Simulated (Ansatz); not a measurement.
**Sn: frozen-core PAW against all-electron methods**

```xyz
2
Lattice="-2.9730 2.9730 1.6218 2.9730 -2.9730 1.6218 2.9730 2.9730 -1.6218" Properties=species:S:1:pos:R:3 pbc="T T T"
Sn    0.0000    0.0000    0.0000
Sn    0.0000    2.9730    0.8109
```

Atoms are numbered in the order listed.

The cell is COD entry 1534488, as deposited and not checked against the literature; nothing was relaxed. The listed cell was then made from it by scaling, straining or moving an atom.

Spin–orbit coupling is left out, though it moves levels of the heavy atoms by tenths of an eV or more.

All numbers are computed: DFT, LDA, PAW with Ansatz's default frozen-core files, scalar-relativistic (Ansatz 0.2.0); DFT, LDA, all-electron PAW with datasets made for the crystal, scalar-relativistic (Ansatz 0.2.0); DFT, LDA, all-electron LAPW, scalar-relativistic (Ansatz 0.2.0).

For PAW: a Γ-centred 15×15×10 k mesh, Fermi–Dirac smearing of 0.05 eV, cutoff 420 eV, no spin polarisation; the PAW files were made with PBE, and the program remakes their frozen cores for this functional; this mesh doesn't keep the crystal's whole symmetry, which leaves small spurious terms. The crystal-made all-electron datasets (AE datasets) take a cutoff of 240 eV at this cell. LAPW targets a basis error of 0.25 meV/atom. The Ansatz runs share mesh, smearing and spin set-up. Plane-wave (PAW) pressures include the program's estimate of the Pulay term.

Stress and pressure are positive in compression.

The change that made this cell: volume scaled by 1.06.

Spin–orbit coupling is left out, which moves gradients at and beside heavy atoms by some per cent and at worst by a factor of two.

In a metal, gradients converge slowly with the k mesh: the values move by tens of per cent from one mesh to another, at times in sign, so only the comparison on one mesh counts.

```csv
quantity,PAW,AE datasets,LAPW
pressure (GPa),-4.33,-4.32,-4.32
stress xx (GPa),-4.01,-4.00,-4.00
stress zz (GPa),-4.97,-4.96,-4.96
stress xy (GPa),-0.14,-0.14,-0.14
field gradient Vzz at Sn1 (10²¹ V/m²),?,?,–
```

Q: Give the missing entry: row "field gradient Vzz at Sn1 (10²¹ V/m²)", column "PAW".

A: 4.48.

Q: Fill in "AE datasets" for the row "field gradient Vzz at Sn1 (10²¹ V/m²)".

A: 4.54.
